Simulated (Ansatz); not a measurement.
One crystal and one scan (energy against volume) at two levels, r2SCAN (plane waves to 500 eV, PAW, scalar-relativistic; Ansatz, an electronic-structure program) and PBE (plane waves to 420 eV, PAW, scalar-relativistic; Ansatz), each from its own relaxed cell and on its own mesh. The cell shown is that of r2SCAN.

Ge2Sb2Te5 (Ge2Sb2Te5-Kooi type, space group P-3m1)

```xyz
9
Lattice="4.2663 0.0000 0.0000 -2.1331 3.6947 0.0000 0.0000 0.0000 17.6190" Properties=species:S:1:pos:R:3 pbc="T T T"
Te     0.0000     0.0000     0.0000
Ge     2.1331     1.2316     1.7218
Ge     0.0000     2.4631    15.8972
Te     0.0000     2.4631     3.4014
Te     2.1331     1.2316    14.2177
Sb     0.0000     0.0000     5.4304
Sb     0.0000     0.0000    12.1887
Te     2.1331     1.2316     7.1303
Te     0.0000     2.4631    10.4887
```

The volume is varied about the relaxed value V₀ at fixed cell shape. The atoms relax within the cell's symmetry.

E stands for the smeared free energy. Ge2Sb2Te5 was relaxed with its symmetry unable to fall. Spin-orbit coupling is left out, though Sb and Te are heavy. With the shape held, the modulus is that of even scaling; a crystal free to change shape is softer. Percentages come from the unrounded values. Both scans cover V/V₀ from 0.900 to 1.100.

Results of r2SCAN:

| Quantity | Value |
|---|---|
| Lattice constant a (Å) | 4.266 |
| Relaxed volume (Å³/atom) | 30.86 |
| Pressure at the smallest volume (GPa) | 4.61 |
| Energy cost of the largest compression (meV/atom) | 39.2 |
| Energy cost of the largest expansion (meV/atom) | 21.5 |
| Bulk modulus at fixed cell shape B₀ (third-order Birch-Murnaghan fit) (GPa) | 29.9 |
| Pressure derivative B₀′ (fit) | 7.8 |
| Pressure for 5 % compression (fit) (GPa) | 1.9 |

Question: What does PBE give for the same quantities?

Answer: 
| quantity | PBE | r2SCAN − PBE |
|---|---|---|
| Lattice constant a (Å) | 4.293 | -0.027 (-0.6 %) |
| Relaxed volume (Å³/atom) | 31.28 | -0.42 (-1.3 %) |
| Pressure at the smallest volume (GPa) | 4.13 | +0.48 (+12 %) |
| Energy cost of the largest compression (meV/atom) | 34.5 | +4.7 (+14 %) |
| Energy cost of the largest expansion (meV/atom) | 17.8 | +3.7 (+21 %) |
| Bulk modulus at fixed cell shape B₀ (third-order Birch-Murnaghan fit) (GPa) | 25.1 | +4.8 (+19 %) |
| Pressure derivative B₀′ (fit) | 8.8 | -1.0 (-11 %) |
| Pressure for 5 % compression (fit) (GPa) | 1.6 | +0.3 |

r2SCAN gives the higher value for: pressure at the smallest volume; energy cost of the largest compression; energy cost of the largest expansion; bulk modulus at fixed cell shape B₀; pressure for 5 % compression. r2SCAN gives the lower value for: lattice constant a; relaxed volume; pressure derivative B₀′.

(A scan under strain: stresses follow from slopes of the energy per volume, elastic moduli from its curvatures.)
